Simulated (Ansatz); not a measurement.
Ni₃Sn₄ in space group C2/m (No. 12; Ni on 2a, Ni on 4i, Sn on 4i, Sn on 4i) at seven volumes, the program Ansatz at the r²SCAN level (PAW), shape and atoms relaxed at each. One row is withheld.

```tsv
V (Å³/atom)	P (GPa)
16.151	13.31
16.683	8.05
17.215	3.66
17.748	0.00
18.280	?
18.813	-5.57
19.345	-7.68
```

Question: Fit the shown pressures and predict the withheld one.

Answer: Third-order Birch–Murnaghan: P = (3/2)B₀(x^(7/2) − x^(5/2))[1 + (3/4)(B′ − 4)(x − 1)] with x = (V₀/V)^(2/3). Least squares on the six rows gives V₀ = 17.749 Å³/atom, B₀ = 111.0 GPa, B′ = 5.09. At V = 18.280, x = 0.9805 and P = -3.04 GPa. The run itself gave -3.05 GPa.

The workflow started from a Materials Project entry (that database holds measured and hypothetical structures alike); the Crystallography Open Database files this formula in space group No. 12, but the cells were not matched. Whether it is the stable phase at ambient conditions was not checked. The r²SCAN relaxation kept the symmetry of its start; its stability against distortions is not shown here. No spin polarisation was allowed. Spin–orbit coupling is left out wherever it is not named.

Potentials: the earlier of the program's two PAW sets.
